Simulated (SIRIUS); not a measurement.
Consider a self-consistent single point of YGe (Amm2, 4 atoms in the cell; from Materials Project mp-9971, changed as shown).

```yaml
crystal:
  lattice:
    - [2.14128, -5.36220, 0.00000]
    - [2.14128, 5.36220, 0.00000]
    - [0.00000, 0.00000, 3.95460]
  atoms:
    - { symbol: Y, position: [0.13861, 0.86139, 0.25000] }
    - { symbol: Y, position: [0.86139, 0.13861, 0.75000] }
    - { symbol: Ge, position: [0.41562, 0.58438, 0.25000] }
    - { symbol: Ge, position: [0.58065, 0.41935, 0.75000] }
```

Level of theory: LDA (PW92), PseudoDojo 0.4 standard norm-conserving LDA (tails mended) pseudopotentials (plane waves; SIRIUS 7.12.0).

SIRIUS settings:

```
setting                                                                                                       value
--------------------------------------  ---------------------------------------------------------------------------
parameters.ngridk                                                                                             5 5 5
parameters.xc_functionals                                                                   [XC_LDA_X, XC_LDA_C_PW]
parameters.gk_cutoff                                                                                   8.832 1/bohr
parameters.pw_cutoff                                                                                  17.664 1/bohr
parameters.smearing                                                                                     fermi_dirac
parameters.smearing_width                                                                             0.00367493 Ha
potentials                              PseudoDojo 0.4 standard norm-conserving LDA (tails mended) pseudopotentials
parameters.electronic_structure_method                                                              pseudopotential
parameters.num_bands                                                                                             30
parameters.num_mag_dims                                                                                           0
parameters.num_dft_iter                                                                                         100
parameters.energy_tol                                                                                      1e-07 Ha
parameters.density_tol                                                                                        1e-06
mixer.type                                                                                                 anderson
mixer.beta                                                                                                      0.7
mixer.use_hartree                                                                                             false
```

Results:

- Number of valence electrons: 50
- Number of bands: 30
- Number of k-points after the program's reduction: 27
- Number of plane waves (most at a k-point): 7171
- Number of SCF iterations: 28
- FFT grid: 64 × 64 × 45
- Free energy E − TS: -7083.9695 eV
- Fermi level (on the code's own zero): 11.76 eV
- Pressure: -4.67 GPa
- Largest force (vector length): 0.239 eV/Å

Forces (eV/Å):
```tsv
atom	Fx	Fy	Fz
Y1	0.000	0.100	0.000
Y2	0.000	0.030	0.000
Ge3	0.000	0.108	0.000
Ge4	0.000	-0.239	0.000
```

Stress (GPa, positive for compression):
```
-4.99   0.00   0.00
 0.00  -4.85   0.00
 0.00   0.00  -4.16
```

For comparison: a first run was changed to give this one (atom 4 moved by +0.04 angstrom along y), and from it to this one the free energy rises by 1.2 meV/atom, the pressure stays at -4.67 GPa and the largest force goes from 0.085 to 0.239 eV/Å.

The structure comes from a collection of computed structures, made at another level of theory; the collection holds predicted forms beside known ones. No clean gap shows at this smearing width and mesh (spacing up to 0.32 Å⁻¹); the mesh is coarse for partly filled bands, so the values carry mesh errors.

Cost on one core: about 2.6 core-minutes (a rough figure).

“Tails mended”: in these copies of the files the far tail of each local potential was reset to the Coulomb form.
